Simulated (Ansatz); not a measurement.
## What moves the field gradients of Si₃N₄?

Cell of run 1: an entry of the Crystallography Open Database (COD; perhaps a calculated or model structure), taken as it stands.

Space group P6_3/m (No. 176); a = 7.6015, c = 2.9061 Å, γ = 120.00°.

| site | Wyckoff | site symmetry | x | y | z |
| --- | --- | --- | --- | --- | --- |
| Si | 6h | m.. | 0.7685 | 0.1746 | 0.2500 |
| N7 | 6h | m.. | 0.0305 | 0.3303 | 0.2500 |
| N13 | 2d | -6.. | 0.6667 | 0.3333 | 0.2500 |

One atom of each set is listed.

Relaxed positions (PBE, cell held):

Si (0.7680, 0.1741, 0.2500)
N7 (0.0299, 0.3299, 0.2500)
N13 (0.6667, 0.3333, 0.2500)

All runs are DFT with Ansatz 0.2.0 (plane waves and PAW, scalar-relativistic unless spin–orbit coupling is named, Γ-centred meshes, Fermi–Dirac smearing where given) in this cell.

Run 1: PBE, atoms as given; 420 eV, 4×4×10 k-points, smearing 0.02 eV.
Run 2: PBE, atoms relaxed; 420 eV, 4×4×10 k-points, smearing 0.02 eV.
Run 3: r2SCAN, at the relaxed atoms; 500 eV, 4×4×10 k-points, smearing 0.02 eV.

| run | Si V_zz (η) | N7 V_zz (η) | N13 V_zz (η) |
| --- | --- | --- | --- |
| 1 | 0.97 (0.43) | -4.93 (0.07) | -4.89 (0.00) |
| 2 | 0.97 (0.43) | -4.93 (0.07) | -4.88 (0.00) |
| 3 | ? | ? | ? |

V_zz in 10²¹ V/m².

**Question.** Estimate the row of run 3.

**Answer.** Si: 0.97 (0.41); N7: -4.92 (0.08); N13: -4.95 (0.00). It lies nearest to run 1, from whose tensors on these sites it differs by 0.07 at most (largest principal value of the difference, on N7). Taken one at a time, the functional (r2SCAN with its higher cutoff) moves the tensors on these sites by up to 0.07 (largest principal value of the change, on N13), the positions of the atoms (as given or relaxed) by 0.03 (N7).

The cell isn't the equilibrium one in runs 1, 2 (calculated pressure 6, 6 GPa), and the entry's cell may itself be off.
